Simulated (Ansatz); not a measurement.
PtSe2 (fluorite or antifluorite type, space group No. 225) at seven volumes, PBE in the plane-wave PAW code Ansatz, scaled uniformly. One row is withheld.

| V (Å³/atom) | P (GPa) |
|---|---|
| 18.868 | 12.73 |
| 19.490 | 7.73 |
| 20.112 | 3.53 |
| 20.734 | 0.00 |
| 21.356 | -2.96 |
| 21.978 | ? |
| 22.600 | -7.50 |

**Question.** Fit the shown pressures and predict the withheld one.

**Answer.** P = (3/2)B₀(x^(7/2) − x^(5/2))[1 + (3/4)(B′ − 4)(x − 1)] with x = (V₀/V)^(2/3). Least squares on the six rows gives V₀ = 20.735 Å³/atom, B₀ = 107 GPa, B′ = 4.85. At V = 21.978, x = 0.9619 and P = -5.41 GPa. The run itself gave -5.43 GPa.

Space group Fm-3m (fluorite or antifluorite type). The cell is a constructed one: a structure type filled with these elements; neither database checked (COD, Materials Project) lists it. COD files the formula under space group No. 164, so this cell is another polymorph or a model. Whether it is the stable phase at ambient conditions was not checked. The PBE relaxation kept the symmetry of its start; whether a distortion lowers the energy is not shown. No spin polarisation was allowed. Spin–orbit coupling is left out wherever it is not named.

Potentials: the later of the program's two PAW sets.
